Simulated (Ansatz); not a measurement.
Zr2SiN:
```xyz
8
Lattice="3.2624 0.0000 0.0000 -1.6312 2.8253 0.0000 0.0000 0.0000 13.4191" Properties=species:S:1:pos:R:3 pbc="T T T"
Zr     1.6312     0.9418     7.9950
Zr     0.0000     1.8835     5.4241
Zr     0.0000     1.8835     1.2854
Zr     1.6312     0.9418    12.1337
Si     1.6312     0.9418     3.3548
Si     0.0000     1.8835    10.0643
N      0.0000     0.0000     6.7096
N      0.0000     0.0000     0.0000
```

Relaxed with r²SCAN.

### Question
Map the electron localisation function on the plane through (0.667, 0.333, 0.596) spanned by u = [0, 0, 1] and v = [1, -1, 0] in lattice vectors, from r²SCAN (plane waves, PAW; program Ansatz).

### Answer
x is the fraction of u, y of v (the angle between them is 90°; rows are the nearest grid lines); atoms in the plane: Zr at (0.00, 0.00), Zr at (0.81, 0.67), Zr at (0.50, 0.67), Zr at (0.31, 0.00), Si at (0.65, 0.00), Si at (0.15, 0.67), N at (0.90, 0.33), N at (0.40, 0.33).
```
y \ x   0.000  0.100  0.175  0.275  0.375  0.450  0.550  0.625  0.725  0.825  0.900   1.00
------  -----  -----  -----  -----  -----  -----  -----  -----  -----  -----  -----  -----
1.00    0.069  0.129  0.439  0.716  0.569  0.305  0.804  0.471  0.885  0.394  0.100  0.069
0.929   0.659  0.184  0.515  0.785  0.375  0.210  0.662  0.525  0.851  0.206  0.106  0.659
0.857   0.698  0.510  0.708  0.470  0.109  0.104  0.183  0.729  0.605  0.214  0.120  0.698
0.786   0.137  0.783  0.632  0.176  0.132  0.440  0.410  0.616  0.171  0.780  0.100  0.137
0.679   0.451  0.801  0.471  0.682  0.226  0.787  0.784  0.376  0.166  0.308  0.106  0.451
0.607   0.358  0.812  0.406  0.605  0.235  0.735  0.746  0.397  0.136  0.654  0.102  0.358
0.536   0.194  0.784  0.583  0.398  0.439  0.246  0.368  0.405  0.126  0.689  0.333  0.194
0.464   0.175  0.561  0.513  0.264  0.772  0.425  0.121  0.322  0.229  0.125  0.801  0.175
0.393   0.297  0.284  0.206  0.268  0.764  0.808  0.275  0.192  0.293  0.450  0.502  0.297
0.321   0.368  0.227  0.132  0.300  0.624  0.809  0.335  0.148  0.289  0.581  0.052  0.368
0.214   0.109  0.286  0.300  0.114  0.757  0.712  0.356  0.478  0.494  0.299  0.814  0.109
0.143   0.675  0.247  0.424  0.527  0.173  0.389  0.528  0.660  0.747  0.184  0.507  0.675
0.0714  0.657  0.159  0.455  0.795  0.345  0.267  0.724  0.510  0.862  0.277  0.130  0.657
0.000   0.069  0.129  0.439  0.716  0.569  0.305  0.804  0.471  0.885  0.394  0.100  0.069
```

The density is the valence pseudo-density with augmentation charge, so density and ELF within about 1 Å of a nucleus are not all-electron values.

Space group P6_3/mmc. The start of the workflow was typed in or built on a structure type; neither database checked (COD, Materials Project) lists it. Its standing as an ambient phase is unchecked. Symmetry was held in the r²SCAN relaxation; its stability against distortions is not shown here. The run is not spin-polarised.

Potentials: the earlier of the program's two PAW sets.
